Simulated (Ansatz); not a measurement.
NiSb:
```yaml
crystal:
  lattice:
    - [3.93007, 0.00000, 0.00000]
    - [-1.96504, 3.40354, 0.00000]
    - [0.00000, 0.00000, 5.12371]
  atoms:
    - { symbol: Ni, position: [0.00000, 0.00000, 0.00000] }
    - { symbol: Ni, position: [0.00000, 0.00000, 0.50000] }
    - { symbol: Sb, position: [0.33333, 0.66667, 0.25000] }
    - { symbol: Sb, position: [0.66667, 0.33333, 0.75000] }
```

Relaxed with r²SCAN.

Question: Map the valence electron density (e/Å³), cut off at 3 on the plane through (0.000, 0.000, 0.000) spanned by u = [0, 0, 1] and v = [1, -1, 0] in lattice vectors, from r²SCAN in the plane-wave PAW code Ansatz.

Answer: x is the fraction of u, y of v (the angle between them is 90°; rows are the nearest grid lines); atoms in the plane: Ni at (0.00, 0.00), Ni at (0.50, 0.00), Sb at (0.25, 0.33), Sb at (0.75, 0.67).
```
y \ x   0.000  0.0769  0.192  0.269  0.346  0.462  0.538  0.654  0.731  0.808  0.923   1.00
------  -----  ------  -----  -----  -----  -----  -----  -----  -----  -----  -----  -----
1.00     3.00    3.00  0.431  0.306   1.10   3.00   3.00   1.10  0.306  0.431   3.00   3.00
0.912    3.00    1.80  0.276  0.233  0.404   3.00   3.00  0.437  0.281  0.321   1.68   3.00
0.853   0.410   0.304  0.168  0.156  0.192  0.369  0.415  0.367  0.366  0.366  0.399  0.410
0.765   0.211   0.118  0.075  0.071  0.081  0.155  0.295  0.982   2.07   1.55  0.427  0.211
0.706   0.219   0.096  0.047  0.043  0.055  0.141  0.359   3.00   3.00   3.00  0.645  0.219
0.618   0.214   0.098  0.052  0.048  0.059  0.141  0.344   3.00   3.00   3.00  0.600  0.214
0.529   0.176   0.153  0.175  0.182  0.165  0.158  0.209  0.431  0.605  0.533  0.261  0.176
0.471   0.176   0.261  0.533  0.605  0.431  0.209  0.158  0.165  0.182  0.175  0.153  0.176
0.382   0.214   0.600   3.00   3.00   3.00  0.344  0.141  0.059  0.048  0.052  0.098  0.214
0.294   0.219   0.645   3.00   3.00   3.00  0.359  0.141  0.055  0.043  0.047  0.096  0.219
0.235   0.211   0.427   1.55   2.07  0.982  0.295  0.155  0.081  0.071  0.075  0.118  0.211
0.147   0.410   0.399  0.366  0.366  0.367  0.415  0.369  0.192  0.156  0.168  0.304  0.410
0.0882   3.00    1.68  0.321  0.281  0.437   3.00   3.00  0.404  0.233  0.276   1.80   3.00
0.000    3.00    3.00  0.431  0.306   1.10   3.00   3.00   1.10  0.306  0.431   3.00   3.00
```

The density is the valence pseudo-density with augmentation charge, so density and ELF within about 1 Å of a nucleus are not all-electron values.

Space group P6_3/mmc (NiAs type). The r²SCAN relaxation kept the symmetry of its start; of distortions, only those at the zone centre were tested. The workflow began spin-polarised and lost its moments. Scalar-relativistic: spin–orbit coupling is off unless named, which matters more the heavier the elements.

Potentials: the later of the program's two PAW sets.
